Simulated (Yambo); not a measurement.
Yambo run on CsH (CsCl type, space group Pm-3m, No. 221). The wavefunctions are PBEsol (Quantum ESPRESSO, PseudoDojo norm-conserving, 72 Ry, with spin-orbit coupling) ones on a 4×4×4 mesh (10 occupied bands); a = 3.8184 Å, b = 3.8184 Å, c = 3.8184 Å, α = 90.00°, β = 90.00°, γ = 90.00°.

Yambo input:

```
rim_cut
gw0
dyson
el_el_corr
HF_and_locXC
ppa
em1d
RandQpts= 1000000
RandGvec= 1 Ry
EXXRLvcs= 72 Ry
VXCRLvcs= 288 Ry
Chimod= "HARTREE"
% BndsRnXp
 1 | 118 |
%
NGsBlkXp= 8 Ry
% LongDrXp
 1.0 | 1.0 | 1.0 |
%
PPAPntXp= 27.2114 eV
% GbndRnge
 1 | 118 |
%
GTermKind= "BG"
DysSolver= "n"
ExtendOut
% QPkrange
 3 | 3 | 11 | 11 |
 10 | 10 | 10 | 11 |
%
```

k points by index: 3 = X, 10 = R.

Table of the .qp output:

```
#    K-point    Band    Eo [eV]    E [eV]    E-Eo [eV]    Vxc [eV]    Vnlxc [eV]    Sc|Eo [eV]    Sc|E [eV]    dSc/dw|Eo [eV]    Re(Z)    Im(Z)
#
    3    11    2.458555    3.057594    0.599039    -7.505185    -3.439126    -3.353272    -3.467020    -5.165875    0.840445    -0.001273
    10    10    0.000000    -1.313673    -1.313673    -9.791821    -12.85547    1.401342    1.749981    -7.220964    0.790282    -0.001682
    10    11    2.571534    3.168494    0.596960    -7.648230    -3.721244    -3.215027    -3.330027    -5.240949    0.838501    -0.001285
```
(The two width columns are left out.) Convergence of these settings isn't established.

Geometry of the Materials Project entry, not relaxed at this level.

The structure is a Materials Project entry; no match was found in the copy of COD used, and its stability was not checked.
